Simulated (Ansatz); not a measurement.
Mg$_{2}$ZnO$_{3}$ in space group P-3m1 (No. 164; Mg on 2d, Zn on 1a, O on 2d, O on 1b), DFT-r²SCAN in the program Ansatz with PAW potentials. The conduction-band minimum lies at Γ, with 1 equivalent valley. Second derivatives d²E/dk² of the lowest band at one valley (eV·Å²), along Cartesian directions:

```tsv
direction	d²E/dk²
[100]	22.84
[010]	22.84
[001]	22.55
[110]	22.84
[101]	22.69
[011]	22.69
```

Q: Find the principal effective masses, the density-of-states mass and the conductivity mass.

A: Off-diagonal terms follow from H_xy = H[110] − (H_xx + H_yy)/2, and m*/mₑ = 7.620 eV·Å² over each eigenvalue: 0.33, 0.33, 0.34. One valley's DOS mass (m₁m₂m₃)^(1/3) = 0.34, conductivity mass 3/(Σ 1/mᵢ) = 0.34 mₑ.

Q: What effective density of states Nc follows at 300 K for parabolic valleys?

A: Nc = 2.509e19 × 1 × (0.34)^(3/2) ≈ 5.0e18 cm⁻³.

Q: With the computed static dielectric constant 13.5 (mean of the diagonal), estimate a hydrogenic donor's binding energy and radius.

A: E = 13.606 eV × 0.34/13.5² ≈ 25 meV; a = 0.529 Å × ε/m* ≈ 21 Å. Semilocal masses tend to be too small where the gap is.

The workflow started from a Materials Project entry (that database holds measured and hypothetical structures alike); the Crystallography Open Database copy checked does not list it. With Mg and Zn taken as one species the cell has the higher symmetry Fm-3m, so it may be an ordered model of a mixed-site phase. Whether it is the stable phase at ambient conditions was not checked. The r²SCAN relaxation kept the symmetry of its start; of distortions, only those at the zone centre were tested.

Potentials: the later of the program's two PAW sets.
